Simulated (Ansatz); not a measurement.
LiTaO$_{3}$ (LiNbO3 type, space group R3c)

```
LiTaO3
1.0
    2.59549     1.49851     4.63811
   -2.59549     1.49851     4.63811
    0.00000    -2.99701     4.63811
Li Ta O
2 2 6
Direct
  0.70591   0.70591   0.70591
  0.20591   0.20591   0.20591
  0.98792   0.98792   0.98792
  0.48792   0.48792   0.48792
  0.62570   0.86899   0.26119
  0.86899   0.26119   0.62570
  0.26119   0.62570   0.86899
  0.76119   0.36899   0.12570
  0.36899   0.12570   0.76119
  0.12570   0.76119   0.36899
```

The volume is varied about the relaxed value V₀ at fixed cell shape. The atoms relax within the cell's symmetry.

Level of theory: PBE (plane waves to 420 eV, PAW, scalar-relativistic; Ansatz, a first-principles code). k mesh 8×8×8 (Γ-centred), Fermi-Dirac smearing 0.05 eV. E stands for the smeared free energy. Stress and pressure are positive under compression. LiTaO3 is run without spin polarisation. LiTaO3 was relaxed with its symmetry unable to fall. Spin-orbit coupling is left out, though Ta is heavy. The PAW data are Ansatz's earlier set. ΔE is measured from the relaxed starting cell.

| V (Å³/atom) | P (GPa) | ΔE (meV/atom) |
|---|---|---|
| 9.741 | 16.2 | (withheld) |
| 9.958 | 12.4 | (withheld) |
| 10.174 | 8.7 | 16.8 |
| 10.391 | 5.6 | 7.2 |
| 10.607 | 2.6 | (withheld) |
| 10.824 | 0.0 | 0.0 |
| 11.040 | -2.3 | (withheld) |
| 11.257 | -4.2 | (withheld) |
| 11.473 | -5.8 | 12.8 |
| 11.689 | -7.0 | 21.4 |
| 11.906 | -7.8 | 31.4 |

Task: Complete the blanks.

Result: 
- 9.741, ΔE (meV/atom): 50.3
- 9.958, ΔE (meV/atom): 31.0
- 10.607, ΔE (meV/atom): 1.7
- 11.040, ΔE (meV/atom): 1.6
- 11.257, ΔE (meV/atom): 6.0

(A scan under strain: stresses follow from slopes of the energy per volume, elastic moduli from its curvatures.)
